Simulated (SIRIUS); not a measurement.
Consider a self-consistent single point of AlN (P6_3mc, 8 atoms in the cell; from Materials Project mp-661, changed as shown).

```
AlN
1.0
    3.06602     0.00000     0.00000
    0.00000     5.31050     0.00000
    0.00000     0.00000     4.91662
Al N
4 4
Direct
  0.50000   0.16667   0.49929
  0.00000   0.33333   0.99929
  0.00000   0.66667   0.49929
  0.50000   0.83333   0.99929
  0.50000   0.16667   0.88071
  0.00000   0.33333   0.38071
  0.00000   0.66667   0.88071
  0.50000   0.83333   0.38071
```

All values come from this method and carry its errors: PBE, GBRV PBE ultrasoft pseudopotentials (plane waves; SIRIUS).

SIRIUS settings:

- parameters.ngridk = 12 6 8
- parameters.xc_functionals = [XC_GGA_X_PBE, XC_GGA_C_PBE]
- parameters.gk_cutoff = 6.325 1/bohr
- parameters.pw_cutoff = 14.143 1/bohr
- parameters.smearing = fermi_dirac
- parameters.smearing_width = 0.000734986 Ha
- potentials = GBRV PBE ultrasoft pseudopotentials
- parameters.electronic_structure_method = pseudopotential
- parameters.num_bands = 20
- parameters.num_mag_dims = 0
- parameters.num_dft_iter = 100
- parameters.energy_tol = 1e-07 Ha
- parameters.density_tol = 1e-06
- mixer.type = anderson
- mixer.beta = 0.5
- mixer.use_hartree = false

Results:

| Item | Result |
|---|---|
| Number of valence electrons | 32 |
| Number of bands | 20 |
| Number of k-points after the program's reduction | 140 |
| Number of plane waves (most at a k-point) | 2336 |
| Number of SCF iterations | 25 |
| FFT grid | 30 × 48 × 45 |
| Free energy E − TS | -1471.9850 eV |
| Gap on the k-point mesh | 4.57 eV |
| Pressure | 14.12 GPa |
| Largest force (vector length) | 0.023 eV/Å |

Forces (eV/Å):
```
atom     Fx      Fy      Fz
----  -----  ------  ------
Al1   0.000  -0.001  -0.023
Al2   0.000   0.001  -0.023
Al3   0.000  -0.001  -0.023
Al4   0.000   0.001  -0.023
N5    0.000   0.000   0.022
N6    0.000   0.000   0.022
N7    0.000   0.000   0.022
N8    0.000   0.000   0.022
```

Stress (GPa, positive for compression):
```
14.39   0.00   0.00
 0.00  14.39   0.00
 0.00   0.00  13.57
```

The gap is read on the k-point mesh of the run and can differ from the gap over the whole zone at this level.

For comparison: a first run was changed to give this one (lattice scaled by 0.98), and from it to this one the free energy goes up by 27.8 meV/atom, the pressure goes from 0.70 to 14.12 GPa, the largest force goes from 0.001 to 0.023 eV/Å and the gap on the mesh goes from 4.038 to 4.571 eV.

The structure comes from a collection of computed structures, made at another level of theory; the collection holds predicted forms beside known ones.

Cost on one core: roughly 100 core-seconds.
